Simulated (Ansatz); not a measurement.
Relaxed-ion elastic tensor of GaGe16Si15 in space group Cm (No. 8; Pearson symbol mS64) in GPa (Voigt order), the program Ansatz at the PBE level (PAW); density 3.88 g/cm³, 22.09 Å³ per atom.

```
 120  47.5  47.8   0.0   0.0   0.0
47.5   143  24.8   0.0   0.1   0.0
47.8  24.8   142   0.0   0.0   0.0
 0.0   0.0   0.0  35.9   0.0   0.1
 0.0   0.1   0.0   0.0  59.0   0.0
 0.0   0.0   0.0   0.1   0.0  59.0
```

### Question
Is the crystal mechanically stable?

### Answer
Yes: the smallest eigenvalue of C is 35.9 GPa.

### Question
Work out the Voigt, Reuss and Hill averages.

### Answer
K_V = 71.6, K_R = 71.6, K_H = 71.6; G_V = 49.7, G_R = 46.9, G_H = 48.3 GPa.

### Question
Give Young's modulus, Poisson's ratio, Pugh's ratio and the universal anisotropy index.

### Answer
E = 9KG/(3K + G) = 118 GPa; ν = 0.22; K/G = 1.48 (brittle by the Pugh limit of 1.75); A_U = 5G_V/G_R + K_V/K_R − 6 = 0.30.

### Question
Estimate the sound speeds and the Debye temperature.

### Answer
v_l = √((K + 4G/3)/ρ) = 5920 m/s, v_t = √(G/ρ) = 3530 m/s, mean 3900 m/s; Θ = (h/k)(3n/4πV)^(1/3) v_m = 414 K.

### Question
Solve the Christoffel equation for the three sound speeds along x, y, z.

### Answer
Eigenvalues of C_ijkl n_j n_l equal ρv². In km/s, slowest first: x 3.90, 3.90, 5.55; y 3.04, 3.90, 6.06; z 3.04, 3.90, 6.05.

### Question
How much does each axis shrink under pressure?

### Answer
Linear compressibilities β_i = Σ_j S_ij (j = 1 to 3): x 4.6, y 4.7, z 4.7 per TPa.

The start of the workflow was typed in or built on a structure type; neither database checked (COD, Materials Project) lists it. Its standing as an ambient phase is unchecked. The cell was relaxed with PBE under the symmetry of its start; whether a distortion lowers the energy is not shown. As this level gives no gap, shear constants depend on the k-mesh and smearing (Fermi–Dirac, 0.1 eV here).

Potentials: the later of the program's two PAW sets.
